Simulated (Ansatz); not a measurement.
**Phonons of MoSi2**

Level of theory: DFT, r²SCAN, scalar-relativistic, no spin polarisation; plane waves to 500 eV with PAW datasets (Ansatz 0.2.0), Gaussian smearing of 0.15 eV; PAW files: Ansatz's generated set soft_2.

```xyz
3
Lattice="-1.6010 1.6010 3.9084 1.6010 -1.6010 3.9084 1.6010 1.6010 -3.9084" Properties=species:S:1:pos:R:3 pbc="T T T"
Si    0.0000    0.0000    2.6209
Si    0.0000    0.0000    5.1959
Mo    0.0000    0.0000    0.0000
```

The chain of runs began from a cell as deposited in COD, expanded in volume.

Force constants come from finite displacements in a 2×2×2 supercell (the unit cell's 14×14×14 k-mesh, folded to it); the long-range dipole term is not included. Points in reciprocal vectors of this cell: Γ = (0.000, 0.000, 0.000), X = (0.000, 0.000, 0.500), P = (0.250, 0.250, 0.250), N = (0.000, 0.500, 0.000), M = (0.500, 0.500, -0.500), S = (0.292, 0.708, -0.292), S0 = (-0.292, 0.292, 0.292), R = (-0.084, 0.084, 0.500), G = (0.500, 0.500, -0.084).

Frequencies at the named points (cm⁻¹, imaginary ones negative):
```tsv
point	ω (cm⁻¹)
Γ	0 0 0 279 279 324 331 331 441
X	211 227 268 287 289 314 381 386 400
P	229 240 240 288 288 310 383 383 402
N	194 211 258 275 290 294 304 405 435
M	190 190 248 248 261 314 314 366 430
S	199 235 248 259 272 301 356 377 435
S0	199 235 248 259 272 301 356 377 435
R	222 233 262 283 285 313 380 382 401
G	222 233 262 283 285 313 380 382 401
```

Task: Is the structure dynamically stable along this path, and where does the spectrum end?

Result: Yes: no branch is imaginary beyond numerical noise. The highest frequency is 441 cm⁻¹, between Γ and M. Points that don't fit the supercell are interpolated.

Task: What does the harmonic approximation give for the vibrational free energy, entropy and heat capacity?

Result: Zero-point energy 54.4 meV/atom.
| T (K) | F_vib (meV/atom) | S (J/K per mole of atoms) | C_V (J/K per mole of atoms) |
| --- | --- | --- | --- |
| 100 | 53.7 | 2.9 | 7.6 |
| 200 | 46.2 | 11.7 | 17.4 |
| 300 | 29.9 | 19.5 | 21.1 |
| 400 | 6.3 | 25.8 | 22.7 |
| 500 | -23.2 | 31.0 | 23.4 |
| 600 | -57.6 | 35.3 | 23.9 |
| 700 | -96.2 | 39.0 | 24.2 |
| 800 | -138.3 | 42.2 | 24.3 |
| 900 | -183.6 | 45.1 | 24.5 |
| 1000 | -231.7 | 47.7 | 24.6 |

The highest mode, 441 cm⁻¹, is worth 630 K. At 300 K the heat capacity has reached 85 % of the classical limit 3R = 24.9 J/K per mole of atoms, since the stiffer modes are still partly frozen out.

The crystal is a metal or nearly so; low and unstable modes depend on mesh and smearing.

Cost: 8 min on 4 threads of Arm Neoverse V2 (shared host), peak memory 5.6 GiB.
